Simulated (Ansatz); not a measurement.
Given:

ZnSe (zinc blende)

```xyz
4
Lattice="0.0000 5.7330 5.7330 2.8665 2.8665 5.7330 2.8665 2.8665 0.0000" Properties=species:S:1:pos:R:3 pbc="T T T"
Se     4.2998     4.2998     4.2998
Se     4.2998     7.1663     7.1663
Zn     0.0000     0.0000     0.0000
Zn     0.0000     2.8665     2.8665
```

The atoms are displaced by Q × the pattern below (from a DFPT mode at X = (0.5, 0.5, 0.0), largest move 1; Q in Å), at fixed cell. It is one choice among 2 degenerate patterns. (q is in reciprocal vectors of the primitive cell; the cell shown is doubled to hold the pattern.)

| atom | x | y | z |
|---|---|---|---|
| Se1 | 0.000 | -1.000 | 0.000 |
| Se2 | 0.000 | 1.000 | 0.000 |
| Zn3 | 0.834 | 0.000 | 0.000 |
| Zn4 | -0.834 | 0.000 | 0.000 |

These are PBE (plane waves to 420 eV, PAW, scalar-relativistic; Ansatz, a program for electronic structure) values and carry that method's errors. k mesh 10×10×10 (Γ-centred), Fermi-Dirac smearing 0.05 eV. The energy includes the smearing's −TS. The PAW data are Ansatz's earlier set. ZnSe was relaxed with its symmetry unable to fall. ΔE is measured from the undisplaced structure.

The scan covers Q from -0.180 to 0.180 Å in 13 points.

Question: Is this a single well or a double well?

Answer: A single well with its minimum at or next to zero displacement.

Question: Which space group does the distorted structure have?

Answer: C222_1 (No. 20), lowered from F-43m.

Question: What is the energy change at Q = 0.180 Å?

Answer: 601 meV/cell.

Question: What harmonic wavenumber does the curvature at Q = 0 give?

Answer: 198 cm⁻¹.

(For displaced atoms, the force is minus the slope of the energy, and its curvature is a force constant, which sets phonon frequencies.)
